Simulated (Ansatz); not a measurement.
Ge2W (fluorite or antifluorite type, space group No. 225) at seven volumes, DFT-PBE in the program Ansatz with PAW potentials, scaled uniformly. One row is withheld.

```tsv
V (Å³/atom)	P (GPa)
17.470	13.45
18.046	8.17
18.622	?
19.198	0.00
19.774	-3.25
20.350	-6.04
20.926	-8.46
```

### Question
Fit the shown pressures and predict the withheld one.

### Answer
P = (3/2)B₀(x^(7/2) − x^(5/2))[1 + (3/4)(B′ − 4)(x − 1)] with x = (V₀/V)^(2/3). Least squares on the six rows gives V₀ = 19.195 Å³/atom, B₀ = 117 GPa, B′ = 4.18. At V = 18.622, x = 1.0204 and P = 3.78 GPa. The run itself gave 3.74 GPa.

Space group Fm-3m (fluorite or antifluorite type). The cell is a constructed one: a structure type filled with these elements; neither database checked (COD, Materials Project) lists it. COD files the formula under space group No. 139, so this cell is another polymorph or a model. Whether it is the stable phase at ambient conditions was not checked. The PBE relaxation kept the symmetry of its start; whether a distortion lowers the energy is not shown. The run is not spin-polarised. Scalar-relativistic: spin–orbit coupling is off unless named, which matters more the heavier the elements.

Potentials: the later of the program's two PAW sets.
